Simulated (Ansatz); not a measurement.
An Ansatz (a program for electronic structure) run. Input:

Ansatz 0.2 input:
```yaml
crystal:
  lattice:
    - [4.4432777547, 0.0, 0.0]
    - [-2.2216388773, 3.8479914116, 0.0]
    - [0.0, 0.0, 7.2715411514]
  atoms:
    - { symbol: Cd, position: [0.6666666667, 0.3333333333, 0.4835784805] }
    - { symbol: Cd, position: [0.0, 0.0, 0.0149503507] }
    - { symbol: Te, position: [0.0, 0.0, 0.628013021] }
    - { symbol: Se, position: [0.6666666667, 0.3333333333, 0.1214681478] }
kpoints:
  mp_grid: { grid: [5, 5, 3] }
hamiltonian:
  xc: hse06
  pseudopotentials: { kind: paw }
scf:
  n_extra_bands: 6
  occupations: { method: fixed }
output:
  eigenvalues: true
  eigenstates:
    e_range: [-9.0, 8.2]
    kpoints:
      - [0.0, 0.0, 0.0]  # VBM
      - [0.0, 0.0, 0.0]  # CBM
      - [0.0, 0.0, 0.0]  # GAMMA
      - [0.0, 0.0, 0.5]  # A
      - [0.3333333333, 0.3333333333, 0.0]  # K
      - [0.3333333333, 0.3333333333, 0.5]  # H
      - [0.5, 0.0, 0.0]  # M
      - [0.5, 0.0, 0.5]  # L
```

Output (shortened):

```
Pseudopotential: Cd, paw, valence charge 20
Pseudopotential: Te, paw, valence charge 16
Pseudopotential: Se, paw, valence charge 16
Functional definition: HSE06
davidson cushion auto → on  (no smearing: the cushion is to keep the highest requested band from converging to the state above it …
Crystal: 4 atoms, lattice volume = 124.327 Å³
Basis set: ecut = 420 eV, 2443 PW (Γ)
Bands: 42, of which v1, the nominal top of the filled ones, is band 36 counted from 1 (35 counted from 0)
Symmetry: 6 space group operations
Space group: P3m1 (ITA 156), of the structure as read, at distance tolerance 5.0e-5 Å
k-points: 12 of 75 (time reversal used)
SCF iter   1: F=—  HF=-28959.978553 eV  |F-HF|=—  |Δ(HF+E_count)|=         —  Δρ=1.32e-3  dr2=3.56e-3  ethr=1.77e-3  ⟨swp⟩=8.8  Hψ=2222  notcnv=0
preconditioner: auto → none
iter 2 solved again at ethr=3.92e-7 eV; its pass at ethr=4.95e-6 eV (dr2=2.82e-4 eV) is discarded
SCF iter   2: F=—  HF=-28959.978152 eV  |F-HF|=—  |Δ(HF+E_count)|=   4.01e-4  Δρ=3.58e-4  dr2=2.85e-4  ethr=3.92e-7  ⟨swp⟩=2.3  Hψ=2726  notcnv=0
SCF iter   3: F=—  HF=-28959.978200 eV  |F-HF|=—  |Δ(HF+E_count)|=   4.73e-5  Δρ=1.68e-4  dr2=8.46e-5  ethr=3.92e-7  ⟨swp⟩=3.9  Hψ=1348  notcnv=0
SCF iter   4: F=—  HF=-28959.978224 eV  |F-HF|=—  |Δ(HF+E_count)|=   2.46e-5  Δρ=8.21e-5  dr2=9.82e-6  ethr=1.18e-7  ⟨swp⟩=3.9  Hψ=1267  notcnv=0
SCF iter   5: F=-28959.978248 eV  HF=-28959.978245 eV  |F-HF|=3.06e-6  |Δ(HF+E_count)|=   2.06e-5  Δρ=4.48e-5  dr2=3.11e-6  ethr=1.36e-8  ⟨swp⟩=4.0  Hψ=1390  notcnv=0
SCF 1 stopped early in 5 iterations: F = -28959.978248 eV  dr2 = 3.11e-6
Crystal: 4 atoms, lattice volume = 124.327 Å³
Exchange kernel: α = 0.2500, screened, ω = 0.2079 Å⁻¹, Wigner–Seitz truncation, v(0) = 1046.2980 eV·Å³, q-mesh 5×5×3, nearest image of the exchange supercell L …
Frozen-core exchange: fock
SCF iter   1: F=—  HF=-28973.659164 eV  |F-HF|=—  |Δ(HF+E_count)|=         —  Δρ=5.89e-3  dr2=3.40e-2  ethr=4.32e-8  ⟨swp⟩=8.7  Hψ=2969  notcnv=0
preconditioner: auto → none
SCF iter   2: F=—  HF=-28973.646509 eV  |F-HF|=—  |Δ(HF+E_count)|=   1.27e-2  Δρ=2.20e-3  dr2=3.94e-3  ethr=4.32e-8  ⟨swp⟩=5.0  Hψ=2283  notcnv=0
SCF iter   3: F=—  HF=-28973.662806 eV  |F-HF|=—  |Δ(HF+E_count)|=   1.63e-2  Δρ=1.52e-3  dr2=1.75e-3  ethr=4.32e-8  ⟨swp⟩=5.0  Hψ=2191  notcnv=0
SCF iter   4: F=—  HF=-28973.662518 eV  |F-HF|=—  |Δ(HF+E_count)|=   2.88e-4  Δρ=4.74e-4  dr2=1.99e-4  ethr=4.32e-8  ⟨swp⟩=4.0  Hψ=1784  notcnv=0
SCF iter   5: F=—  HF=-28973.662512 eV  |F-HF|=—  |Δ(HF+E_count)|=   6.70e-6  Δρ=4.13e-5  dr2=4.33e-5  ethr=4.32e-8  ⟨swp⟩=3.0  Hψ=1438  notcnv=0
SCF iter   6: F=—  HF=-28973.662833 eV  |F-HF|=—  |Δ(HF+E_count)|=   3.22e-4  Δρ=1.47e-4  dr2=2.48e-5  ethr=4.64e-9  ⟨swp⟩=4.9  Hψ=1890  notcnv=0
SCF iter   7: F=-28973.662825 eV  HF=-28973.662825 eV  |F-HF|=3.23e-7  |Δ(HF+E_count)|=   8.09e-6  Δρ=1.58e-5  dr2=1.27e-6  ethr=4.64e-9  ⟨swp⟩=4.0  Hψ=1624  notcnv=0
SCF 2 stopped early in 7 iterations: F = -28973.662825 eV  dr2 = 1.27e-6
hybrid outer 1: dexx = +1.934e-2 eV, tail = 1.38e-4 eV
Crystal: 4 atoms, lattice volume = 124.327 Å³
Exchange kernel: α = 0.2500, screened, ω = 0.2079 Å⁻¹, Wigner–Seitz truncation, v(0) = 1046.2980 eV·Å³, q-mesh 5×5×3, nearest image of the exchange supercell L …
Frozen-core exchange: fock
SCF iter   1: F=—  HF=-28973.663195 eV  |F-HF|=—  |Δ(HF+E_count)|=         —  Δρ=4.49e-5  dr2=1.35e-6  ethr=9.57e-7  ⟨swp⟩=3.3  Hψ=1154  notcnv=0
preconditioner: auto → none
iter 2 solved again at ethr=1.64e-10 eV; its pass at ethr=1.76e-9 eV (dr2=1.18e-7 eV) is discarded
SCF iter   2: F=—  HF=-28973.663196 eV  |F-HF|=—  |Δ(HF+E_count)|=   6.37e-7  Δρ=1.51e-5  dr2=2.00e-7  ethr=1.64e-10  ⟨swp⟩=2.0  Hψ=2915  notcnv=0
SCF iter   3: F=-28973.663196 eV  HF=-28973.663196 eV  |F-HF|=1.53e-8  |Δ(HF+E_count)|=   2.12e-8  Δρ=6.18e-6  dr2=9.16e-8  ethr=1.64e-10  ⟨swp⟩=3.0  Hψ=1358  notcnv=0
SCF 3 converged in 3 iterations: F = -28973.663196 eV  dr2 = 9.16e-8
hybrid outer 2: dexx = +7.653e-7 eV, tail = 2.52e-7 eV, Δε = 2.29e-3 eV (about 1.61e-4 eV left of the loop's levels)
NSCF: frozen V_eff on 8 k-points
hybrid SCF converged: 2 outer / 10 inner (+5 warm-up), last move |dexx| = 7.65e-7 eV, tail = 2.52e-7 eV
Stability not checked (fock_operator)
Free energy (F): -28973.663197 eV
Frozen-core exchange: fock
Harris-Foulkes:  -28973.663197 eV  (|F-HF|=1.53e-8)
Internal energy: -28973.663197 eV  (E = F + TS)
E sigma→0 (E₀):  -28973.663197 eV
Fermi energy:    7.188039 eV
--- Per-component energies (eV) ---
  E_band       = -1876.026893
  E_kinetic    = 1310.529750
  E_local      = -11881.929699  (includes V_loc(G=0)·N_el)
  E_nonlocal   = -839.163042
  E_hartree    = 5814.771489
  E_xc         = -465.923621
  E_vxc        = -513.338553  (∫ρ·V_xc dr)
  E_exx        = -290.151811  (= α·E_x^exact, valence–valence)
  E_paw        = -14580.975485  (= ΣΔE_a)
  E_vpaw       = -1001.367848  (= ΣTr[D̂ρ^β])
  E_aug_tail   = -0.000782  (compensation charges beyond the density's cutoff)
  E_ewald      = -8038.364295
  E_core_change = -2.455700  (= ΣΔE_core)
  E_smearing   =  0.000000  (= −TS)
  E_closure    =  0.000000  (closes the sum)
  Σ components = -28973.663197   (vs F -28973.663197, Δ=0.00e0)
  [band-id]    e_kinetic+e_local+e_nonlocal+2·e_hartree+e_vxc+2·e_exx+e_vpaw+e_augmentation_tail = -1876.030817   (vs E_band -1876.026893, Δ=-3.92e-3)
--- Band table (eV; the first three rows and the last of 12) ---
  k-point 0: bands = ["-100.2134", "-100.0674", "-59.9512", "-59.9341", "-59.9341", "-59.7937", "-59.7937", "-59.7775", "-43.6463", "-43.6463", "-43.6375", "-43.6367", "-43.6367", "-31.0185", "-31.0097", "-31.0097", "-30.9914", "-30.9914", "-6.7543", …
  k-point 1: bands = ["-100.2134", "-100.0674", "-59.9512", "-59.9341", "-59.9341", "-59.7937", "-59.7937", "-59.7775", "-43.6463", "-43.6463", "-43.6375", "-43.6367", "-43.6367", "-31.0185", "-31.0097", "-31.0097", "-30.9914", "-30.9914", "-6.7372", …
  k-point 2: bands = ["-100.2134", "-100.0674", "-59.9512", "-59.9341", "-59.9341", "-59.7937", "-59.7937", "-59.7775", "-43.6464", "-43.6464", "-43.6376", "-43.6367", "-43.6367", "-31.0183", "-31.0098", "-31.0097", "-30.9913", "-30.9911", "-6.6724", …
  k-point 11: bands = ["-100.2134", "-100.0674", "-59.9512", "-59.9341", "-59.9339", "-59.7937", "-59.7935", "-59.7775", "-43.6464", "-43.6464", "-43.6376", "-43.6367", "-43.6366", "-31.0181", "-31.0099", "-31.0097", "-30.9911", "-30.9907", "-6.4966", …
```

Cost: very roughly 6 core-minutes on shared cores.

The points marked VBM and CBM come from a semilocal run.

The workflow started from a Materials Project entry (that database holds measured and hypothetical structures alike); the Crystallography Open Database copy checked does not list it. Whether it is the stable phase at ambient conditions was not checked. Symmetry was held in the PBEsol relaxation; of distortions, only those at the zone centre were tested. Spin–orbit coupling is left out wherever it is not named.

Potentials: the later of the program's two PAW sets.

Ansatz is a plane-wave DFT program.
